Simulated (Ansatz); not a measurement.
**Step by step: Ta, 20 steps of 2.0 fs from 800 K**

Computed with DFT, LDA, all-electron LAPW, scalar-relativistic in Ansatz 0.2.0.

Command: `ansatz run input.yaml --threads 2 --pin off --max-ram 4096MiB --backend cpu --events-out ev --progress --plain --runs-dir out` The run took 12 min on 2 threads of AMD EPYC 9R45 96-Core Processor (Zen 5), with other jobs on the host, peak memory 1.2 GiB.

```yaml
crystal:
  lattice:
    - [0.0, 4.22, 4.22]
    - [4.22, 0.0, 4.22]
    - [2.11, 2.11, 0.0]
  atoms:
    - { symbol: Ta, position: [0.0, 0.0, 0.0] }
    - { symbol: Ta, position: [0.0, 0.5, 0.0] }
    - { symbol: Ta, position: [0.5, 0.0, 0.0] }
    - { symbol: Ta, position: [0.5, 0.5, 0.0] }
kpoints:
  mp_grid: { grid: [4, 4, 8] }
scf:
  occupations: { method: fermi_dirac, width: 0.08 }
hamiltonian:
  xc: lda
  pseudopotentials: { kind: all_electron, lapw: { basis_error: 0.001 } }
output:
  forces: true
  stress: true
md:
  timestep: 2.0
  n_steps: 20
  ensemble: nve
  temperature: 800
  initial_velocities: maxwell_boltzmann
  seed: 888673
```

Spin–orbit coupling is left out, though it moves levels of the heavy atoms by tenths of an eV or more.

The cell comes from COD entry 1534932, which wasn't checked; take it as a given geometry.

Each frame lists Cartesian positions (Å) and forces (eV/Å). Free energies count from the first step, -1697277.2676 eV.

Step 0 (t = 0.0 fs): E = 0.0 meV, T = 800 K, conserved energy 0.0 meV

```
Ta    0.0000    0.0000    0.0000     0.000   0.000   0.000
Ta    2.1100    0.0000    2.1100     0.000   0.000   0.000
Ta    0.0000    2.1100    2.1100     0.000   0.000   0.000
Ta    2.1100    2.1100    4.2200     0.000   0.000   0.000
```

Step 1 (t = 2.0 fs): E = +0.5 meV, T = 799 K, conserved energy 0.0 meV

```
Ta   -0.0026   -0.0020   -0.0009     0.027  -0.014   0.046
Ta    2.1117   -0.0038    2.1137    -0.038   0.029  -0.036
Ta   -0.0021    2.1180    2.1100     0.041  -0.054   0.019
Ta    2.1130    2.1079    4.2172    -0.029   0.039  -0.029
```

Step 2 (t = 4.0 fs): E = +2.0 meV, T = 795 K, conserved energy 0.0 meV

```
Ta   -0.0052   -0.0040   -0.0019     0.053  -0.028   0.092
Ta    2.1134   -0.0077    2.1174    -0.076   0.058  -0.072
Ta   -0.0042    2.1259    2.1101     0.081  -0.108   0.038
Ta    2.1160    2.1057    4.2144    -0.058   0.078  -0.058
```

Step 3 (t = 6.0 fs): E = +4.5 meV, T = 789 K, conserved energy 0.0 meV

```
Ta   -0.0078   -0.0059   -0.0028     0.080  -0.041   0.139
Ta    2.1150   -0.0115    2.1211    -0.114   0.087  -0.108
Ta   -0.0063    2.1338    2.1101     0.122  -0.162   0.056
Ta    2.1190    2.1036    4.2116    -0.087   0.117  -0.087
```

Step 4 (t = 8.0 fs): E = +7.9 meV, T = 780 K, conserved energy 0.0 meV

```
Ta   -0.0104   -0.0079   -0.0037     0.106  -0.055   0.187
Ta    2.1167   -0.0153    2.1248    -0.152   0.116  -0.145
Ta   -0.0084    2.1417    2.1102     0.163  -0.216   0.072
Ta    2.1220    2.1015    4.2087    -0.117   0.155  -0.114
```

Step 5 (t = 10.0 fs): E = +12.3 meV, T = 768 K, conserved energy 0.0 meV

```
Ta   -0.0129   -0.0099   -0.0045     0.133  -0.069   0.236
Ta    2.1183   -0.0191    2.1284    -0.190   0.145  -0.183
Ta   -0.0104    2.1496    2.1102     0.204  -0.270   0.088
Ta    2.1250    2.0995    4.2059    -0.146   0.194  -0.141
```

Step 6 (t = 12.0 fs): E = +17.5 meV, T = 755 K, conserved energy 0.0 meV

```
Ta   -0.0154   -0.0120   -0.0053     0.159  -0.083   0.285
Ta    2.1199   -0.0229    2.1320    -0.229   0.173  -0.222
Ta   -0.0124    2.1573    2.1103     0.245  -0.323   0.103
Ta    2.1279    2.0975    4.2030    -0.175   0.233  -0.166
```

Step 7 (t = 14.0 fs): E = +23.7 meV, T = 739 K, conserved energy 0.0 meV

```
Ta   -0.0179   -0.0140   -0.0060     0.185  -0.096   0.336
Ta    2.1214   -0.0266    2.1356    -0.267   0.202  -0.262
Ta   -0.0143    2.1651    2.1104     0.285  -0.376   0.115
Ta    2.1308    2.0955    4.2000    -0.204   0.271  -0.189
```

Step 8 (t = 16.0 fs): E = +30.6 meV, T = 721 K, conserved energy 0.0 meV

```
Ta   -0.0203   -0.0161   -0.0067     0.211  -0.109   0.387
Ta    2.1229   -0.0302    2.1391    -0.304   0.229  -0.302
Ta   -0.0162    2.1727    2.1106     0.326  -0.428   0.126
Ta    2.1336    2.0936    4.1971    -0.233   0.308  -0.211
```

Step 9 (t = 18.0 fs): E = +38.2 meV, T = 702 K, conserved energy 0.0 meV

```
Ta   -0.0227   -0.0181   -0.0073     0.236  -0.122   0.438
Ta    2.1242   -0.0339    2.1425    -0.341   0.256  -0.343
Ta   -0.0180    2.1802    2.1107     0.366  -0.479   0.135
Ta    2.1364    2.0918    4.1940    -0.261   0.345  -0.230
```

Step 10 (t = 20.0 fs): E = +46.5 meV, T = 680 K, conserved energy 0.0 meV

```
Ta   -0.0251   -0.0203   -0.0077     0.260  -0.134   0.489
Ta    2.1256   -0.0374    2.1458    -0.377   0.282  -0.384
Ta   -0.0197    2.1877    2.1109     0.405  -0.528   0.143
Ta    2.1392    2.0900    4.1910    -0.288   0.380  -0.248
```

Step 11 (t = 22.0 fs): E = +55.2 meV, T = 658 K, conserved energy 0.0 meV

```
Ta   -0.0274   -0.0224   -0.0081     0.283  -0.145   0.539
Ta    2.1268   -0.0410    2.1491    -0.412   0.307  -0.424
Ta   -0.0213    2.1950    2.1111     0.443  -0.576   0.148
Ta    2.1419    2.0883    4.1879    -0.314   0.415  -0.263
```

Step 12 (t = 24.0 fs): E = +64.4 meV, T = 634 K, conserved energy 0.0 meV

```
Ta   -0.0296   -0.0246   -0.0084     0.305  -0.156   0.588
Ta    2.1280   -0.0444    2.1523    -0.445   0.329  -0.464
Ta   -0.0228    2.2022    2.1114     0.480  -0.622   0.151
Ta    2.1445    2.0867    4.1847    -0.340   0.448  -0.276
```

Step 13 (t = 26.0 fs): E = +73.8 meV, T = 610 K, conserved energy 0.0 meV

```
Ta   -0.0318   -0.0268   -0.0085     0.326  -0.165   0.636
Ta    2.1290   -0.0478    2.1554    -0.477   0.351  -0.502
Ta   -0.0243    2.2093    2.1117     0.515  -0.665   0.153
Ta    2.1470    2.0852    4.1815    -0.365   0.480  -0.287
```

Step 14 (t = 28.0 fs): E = +83.4 meV, T = 585 K, conserved energy +0.1 meV

```
Ta   -0.0339   -0.0290   -0.0085     0.346  -0.173   0.682
Ta    2.1300   -0.0511    2.1584    -0.507   0.370  -0.540
Ta   -0.0256    2.2162    2.1120     0.549  -0.706   0.152
Ta    2.1495    2.0838    4.1782    -0.388   0.510  -0.294
```

Step 15 (t = 30.0 fs): E = +93.1 meV, T = 560 K, conserved energy +0.1 meV

```
Ta   -0.0359   -0.0313   -0.0084     0.364  -0.180   0.726
Ta    2.1309   -0.0543    2.1612    -0.535   0.388  -0.576
Ta   -0.0268    2.2230    2.1123     0.580  -0.745   0.150
Ta    2.1519    2.0826    4.1748    -0.410   0.538  -0.300
```

Step 16 (t = 32.0 fs):

```
Ta   -0.0379   -0.0336   -0.0081
Ta    2.1316   -0.0574    2.1640
Ta   -0.0279    2.2296    2.1127
Ta    2.1542    2.0814    4.1714
```

Step 17 (t = 34.0 fs): E = +112.0 meV, T = 511 K, conserved energy +0.1 meV

```
Ta   -0.0397   -0.0359   -0.0076     0.396  -0.190   0.806
Ta    2.1322   -0.0605    2.1666    -0.584   0.416  -0.644
Ta   -0.0289    2.2361    2.1131     0.638  -0.814   0.139
Ta    2.1564    2.0803    4.1679    -0.449   0.589  -0.302
```

Step 18 (t = 36.0 fs): E = +121.1 meV, T = 488 K, conserved energy +0.1 meV

```
Ta   -0.0415   -0.0383   -0.0070     0.409  -0.193   0.842
Ta    2.1327   -0.0634    2.1691    -0.606   0.427  -0.675
Ta   -0.0297    2.2424    2.1136     0.664  -0.845   0.132
Ta    2.1585    2.0794    4.1643    -0.467   0.611  -0.299
```

Step 19 (t = 38.0 fs): E = +129.7 meV, T = 466 K, conserved energy +0.1 meV

```
Ta   -0.0432   -0.0408   -0.0062     0.421  -0.194   0.874
Ta    2.1331   -0.0663    2.1714    -0.625   0.435  -0.703
Ta   -0.0304    2.2485    2.1141     0.687  -0.872   0.122
Ta    2.1605    2.0786    4.1607    -0.483   0.632  -0.293
```

Step 20 (t = 40.0 fs): E = +137.9 meV, T = 445 K, conserved energy +0.1 meV

```
Ta   -0.0448   -0.0432   -0.0052     0.430  -0.194   0.903
Ta    2.1333   -0.0691    2.1736    -0.641   0.441  -0.730
Ta   -0.0309    2.2544    2.1146     0.708  -0.897   0.111
Ta    2.1624    2.0779    4.1571    -0.498   0.650  -0.285
```

Give the energy and forces of step 16.

E = +102.7 meV, T = 536 K, conserved energy +0.1 meV
```
Ta   -0.0379   -0.0336   -0.0081     0.381  -0.186   0.768
Ta    2.1316   -0.0574    2.1640    -0.561   0.403  -0.611
Ta   -0.0279    2.2296    2.1127     0.610  -0.781   0.145
Ta    2.1542    2.0814    4.1714    -0.430   0.564  -0.302
```

What is the mean temperature over the last 11 frames?

561 K; so short a run of so small a cell isn't equilibrated.
